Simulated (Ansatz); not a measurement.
Ti3O5 in space group C2/m (No. 12; Pearson symbol mS32) at seven volumes, the program Ansatz at the PBEsol level (PAW), shape and atoms relaxed at each. One row is withheld.

```json
[
 {"V (Å³/atom)": "9.667", "P (GPa)": "19.55"},
 {"V (Å³/atom)": "9.986", "P (GPa)": "12.14"},
 {"V (Å³/atom)": "10.304", "P (GPa)": "5.67"},
 {"V (Å³/atom)": "10.623", "P (GPa)": "0.02"},
 {"V (Å³/atom)": "10.942", "P (GPa)": "-4.86"},
 {"V (Å³/atom)": "11.261", "P (GPa)": "-9.05"},
 {"V (Å³/atom)": "11.579", "P (GPa)": "?"}
]
```

**Question.** Fit the shown pressures and predict the withheld one.

**Answer.** P = (3/2)B₀(x^(7/2) − x^(5/2))[1 + (3/4)(B′ − 4)(x − 1)] with x = (V₀/V)^(2/3). Least squares on the six rows gives V₀ = 10.626 Å³/atom, B₀ = 174 GPa, B′ = 3.69. At V = 11.579, x = 0.9443 and P = -12.75 GPa. The run itself gave -12.55 GPa.

The workflow started from a Materials Project entry (that database holds measured and hypothetical structures alike); the Crystallography Open Database files this formula in space group No. 12, but the cells were not matched. Whether it is the stable phase at ambient conditions was not checked. The PBEsol relaxation kept the symmetry of its start; its stability against distortions is not shown here. The run is not spin-polarised.

Potentials: the later of the program's two PAW sets.
